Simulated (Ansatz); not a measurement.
## SrTiO₃: from a starting cell to a relaxed one

The start is a randomly generated symmetric cell of SrTiO3 (space group No. 39). The cell and all atomic positions are relaxed at zero pressure with PBE (plane waves to 420 eV, PAW, scalar-relativistic; Ansatz, a first-principles code). The first steps use a coarse 5×5×5 k-mesh.

The start:
```yaml
crystal:
  lattice:
    - [4.72845, 0.00000, 0.00000]
    - [0.00000, 5.22796, 2.66569]
    - [0.00000, -5.22796, 2.66569]
  atoms:
    - { symbol: O, position: [0.96524, 0.78003, 0.28003] }
    - { symbol: O, position: [0.03476, 0.28003, 0.78003] }
    - { symbol: O, position: [0.77075, 0.59061, 0.61552] }
    - { symbol: O, position: [0.22925, 0.61552, 0.59061] }
    - { symbol: O, position: [0.77075, 0.11552, 0.09061] }
    - { symbol: O, position: [0.22925, 0.09061, 0.11552] }
    - { symbol: Sr, position: [0.64312, 0.09009, 0.59009] }
    - { symbol: Sr, position: [0.35688, 0.59009, 0.09009] }
    - { symbol: Ti, position: [0.50000, 0.99005, 0.99005] }
    - { symbol: Ti, position: [0.50000, 0.49005, 0.49005] }
```

Question: Does the structure survive the relaxation? Give the final space group.

Answer: The space group goes from Aem2 (No. 39) to Cmme (No. 67), with 10 atoms in the primitive cell.

Question: By how much does the energy per atom fall from start to end?

Answer: About 2.8 eV/atom.

Question: How does the volume change?

Answer: +38.9 %, from 13.18 to 18.31 Å³/atom.

Question: How do the shortest distances between atoms change?

Answer: The closest pairs of elements (up to four, under 3.6 Å), start → end: O–Ti 1.42 → 1.85 Å; O–Sr 2.11 → 2.44 Å; O–O 2.18 → 2.54 Å; Ti–Ti 2.67 → 2.69 Å.

Question: Is the relaxed structure metallic? Give its gap.

Answer: No gap on the sampled points, where the bands overlap only slightly; such a result is sensitive to mesh and level.

Question: Write out the relaxed structure.

Answer: 
```cif
data_O12Sr4Ti4
_chemical_formula_sum 'O12 Sr4 Ti4'
_space_group_name_H-M_alt 'Cmme'
_space_group_IT_number 67
_space_group_name_Hall '-C 2a 2'
_cell_length_a 5.37433
_cell_length_b 13.96197
_cell_length_c 4.88073
_cell_angle_alpha 90.000
_cell_angle_beta 90.000
_cell_angle_gamma 90.000
loop_
_atom_site_label
_atom_site_type_symbol
_atom_site_symmetry_multiplicity
_atom_site_Wyckoff_symbol
_atom_site_fract_x
_atom_site_fract_y
_atom_site_fract_z
_atom_site_occupancy
O1 O 4 g 0.00000 0.25000 0.74471 1
O2 O 8 m 0.00000 0.06141 0.30793 1
Sr1 Sr 4 g 0.00000 0.25000 0.24459 1
Ti1 Ti 4 b 0.25000 0.50000 0.50000 1
```
(The calculation used a cell of 10 atoms; values per cell refer to that cell.)

Final values are on a 9×9×10 k-mesh of the relaxed cell. The start holds a very short contact (Ti–O 1.42 Å). No spin polarisation in the result. No Hubbard U is applied.

The run could not lower the symmetry of its start; a shaken copy of this end point relaxes with PBE to P-1 (No. 2), 0.49 eV/atom lower.

The relaxed structure here is a generated cell of SrTiO3: the first start was made by a random draw of sites in a space group, and the end was not matched to a known phase here, so it may be hypothetical. Known forms of SrTiO3 include space group No. 221.
